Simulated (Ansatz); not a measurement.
BAs:
```
BAs
1.0
    0.00000     2.39195     2.39195
    2.39195     0.00000     2.39195
    2.39195     2.39195     0.00000
As B
1 1
Direct
  0.75000   0.75000   0.75000
  0.00000   0.00000   0.00000
```

Cartesian axes are those of the cell as given.

Task: Give the high-frequency dielectric tensor and the Born effective charge tensors of the independent atoms from DFPT, r²SCAN (plane waves, PAW; program Ansatz).

Result: 
ε∞:
```
9.32  0.00  0.00
0.00  9.32  0.00
0.00  0.00  9.32
```
Z* of atom 1 (As), rows: field, columns: displacement, in e:
```
0.37  0.00  0.00
0.00  0.37  0.00
0.00  0.00  0.37
```
Z* of atom 2 (B), rows: field, columns: displacement, in e:
```
-0.37   0.00   0.00
 0.00  -0.37   0.00
 0.00   0.00  -0.37
```

Static charges for comparison (Bader): As1 -0.21, B2 +0.21 e. Born charges measure polarisation by displacement and can exceed these by far.

Space group F-43m (zinc blende). The r²SCAN relaxation kept the symmetry of its start; phonons on a q-mesh show no instability. Scalar-relativistic: spin–orbit coupling is off unless named, which matters more the heavier the elements.

Potentials: the later of the program's two PAW sets.
